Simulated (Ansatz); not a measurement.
With PBEsol (plane waves, PAW; program Ansatz), Bi2TeO2 in the trigonal phase (P-3m1; Bi on 2d, Te on 1b, O on 2d) relaxes to a = 4.036 Å, c = 7.330 Å. Te has 6 nearest neighbours from 3.20 Å (octahedral); O has 4 nearest neighbours from 2.32 Å (tetrahedral). Against the elements it lies at -0.83 eV/atom, with no fitted shifts.

The Kohn–Sham gap is 0.61 eV (indirect). The valence maximum lies at A and the conduction minimum on the K–Γ line, 38 % of the way from K (6 equivalent valleys). Gap from PBEsol with spin–orbit coupling: none (metallic). Electrons at the band edge weigh 0.15, 0.21, 0.38 mₑ (principal values).

An equation-of-state fit gives a bulk modulus of 87.4 GPa. The relaxed-ion elastic constants in GPa are C11 = 123, C12 = 63.6, C13 = 69.3, C14 = 13.2, C33 = 151, C44 = 58.5. The elastic constants imply a Debye temperature near 249 K. Perturbation theory gives ε∞ = 15.7 (xx = yy), 15.6 (zz). Letting the ions move raises it to ε0 = 64.6 (xx = yy), 277 (zz). Born charges are Bi +6.03, Te -3.33, O -4.37 e. Without the LO–TO term the highest mode at Γ lies at 361 cm⁻¹.

The start of the workflow was typed in or built on a structure type; neither database checked (COD, Materials Project) lists it. Whether it is the stable phase at ambient conditions was not checked. The cell was relaxed with PBEsol under the symmetry of its start; its stability against distortions is not shown here. The volume moved by 21 % from the start of the relaxation. The references are the lowest solids computed at this level, not always the standard phases (solids in place of the gases). Scalar-relativistic: spin–orbit coupling is off unless named, which matters more the heavier the elements.

Potentials: the earlier of the program's two PAW sets. The files were generated under PBE; for other functionals the program regenerates the frozen cores, and for LDA and PBEsol the local potential too.
